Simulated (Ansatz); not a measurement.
Se:
```yaml
crystal:
  lattice:
    - [0.00000, 3.14346, 3.14346]
    - [3.14346, 0.00000, 3.14346]
    - [3.14346, 3.14346, 0.00000]
  atoms:
    - { symbol: Se, position: [0.00000, 0.00000, 0.00000] }
    - { symbol: Se, position: [0.25000, 0.25000, 0.25000] }
```

Relaxed with r²SCAN. Special points in fractions of this cell's reciprocal vectors: Γ (0.000, 0.000, 0.000); X (0.500, 0.000, 0.500); U (0.625, 0.250, 0.625); K (0.375, 0.375, 0.750); L (0.500, 0.500, 0.500); W (0.500, 0.250, 0.750).

### Question
List the band energies nearest the Fermi level at these points for DFT-r²SCAN in the program Ansatz with PAW potentials.

### Answer
In eV from the Fermi level; about four levels below and three above (degenerate sets whole), none deeper than 8.9 eV; … stands for higher levels left out; points with the same levels are listed once.

```json
[
 {"k": "Γ", "below": "-3.68 -3.68 -3.68 -0.82 -0.82 -0.82", "above": "4.75 …"},
 {"k": "X", "below": "-5.23 -5.23 -2.00 -2.00", "above": "2.30 2.30 6.58 6.58"},
 {"k": "U", "below": "-5.66 -5.00 -2.20 -0.67", "above": "1.68 1.77 5.64"},
 {"k": "L", "below": "-4.42 -4.42 -4.29", "above": "0.32 0.32 1.82"},
 {"k": "W", "below": "-5.46 -5.46 -1.19 -1.19", "above": "1.56 1.56 6.31 6.31"}
]
```

Space group Fd-3m (diamond). The start of the workflow was typed in or built on a structure type; neither database checked (COD, Materials Project) lists it. It is not the phase usual at ambient conditions (space group No. 152). The cell was relaxed with r²SCAN under the symmetry of its start; whether a distortion lowers the energy is not shown. The volume moved by 26 % from the start of the relaxation. Scalar-relativistic: spin–orbit coupling is off unless named, which matters more the heavier the elements.

Potentials: the earlier of the program's two PAW sets.
